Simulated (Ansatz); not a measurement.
A structure of C relaxed with PBEsol (plane waves to 420 eV, PAW, scalar-relativistic; Ansatz, a program for electronic structure); single points at other levels follow on the same geometry (Ansatz, PAW; HSE06 at 420 eV on a 6×6×8 k-mesh; no spin-orbit coupling). Space group P6₃/mmc (No. 194).

```xyz
6
Lattice="4.4356 0.0000 0.0000 -2.2178 3.8414 0.0000 0.0000 0.0000 2.5194" Properties=species:S:1:pos:R:3 pbc="T T T"
C      0.0000     3.4417     0.6299
C      1.4550     1.7208     1.8896
C     -0.7628     2.1205     0.6299
C      2.2178     0.3997     1.8896
C      0.7628     2.1205     0.6299
C      2.9806     1.7208     1.8896
```

| level | gap (eV) | kind | conduction minimum |
|---|---|---|---|
| PBEsol | 2.24 | direct | Γ |
| HSE06 | [?] | – | [?] |

Problem. Some entries are withheld; supply them.

Solution. 
- HSE06, gap (eV): 3.27
- HSE06, conduction minimum: Γ

No spin polarisation in the result.

The run could not lose the symmetry of its start; a randomly shaken copy of 12 atoms returns to this structure.

The relaxed structure here is a generated cell of C: the first start was made by placing the elements on the sites of a structure type, and the end was not matched to a known phase here, so it may be hypothetical. A known form of C has the same space group but another cell.
